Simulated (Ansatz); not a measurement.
Given:

Nb$_{2}$SiB$_{2}$:
```xyz
5
Lattice="1.5698 -5.4877 0.0000 1.5698 5.4877 0.0000 0.0000 0.0000 3.3181" Properties=species:S:1:pos:R:3 pbc="T T T"
Si     0.0000     0.0000     0.0000
Nb     1.5698     1.4731     1.6591
Nb     1.5698    -1.4731     1.6591
B      1.5698     3.1902     0.0000
B      1.5698    -3.1902     0.0000
```

This is the PBEsol-relaxed structure.

Task: All from the program Ansatz at the PBEsol level (PAW), unless another level is named. Give the electronic character.

Result: metallic (no gap).

Task: What about the formation energy from the elements (no fitted shifts)?

Result: -0.57 eV/atom.

Task: Give the density of states at the Fermi level.

Result: 0.54 states/eV per atom (mean over ±0.08 eV).

Task: And the gap with spin–orbit coupling?

Result: none (metallic).

Space group Cmmm. The start of the workflow was typed in or built on a structure type; neither database checked (COD, Materials Project) lists it. Whether it is the stable phase at ambient conditions was not checked. The PBEsol relaxation kept the symmetry of its start; its stability against distortions is not shown here. No spin polarisation was allowed. The references are the lowest solids computed at this level, not always the standard phases. Scalar-relativistic: spin–orbit coupling is off unless named, which matters more the heavier the elements.

Potentials: the earlier of the program's two PAW sets. The files were generated under PBE; for other functionals the program regenerates the frozen cores, and for LDA and PBEsol the local potential too.
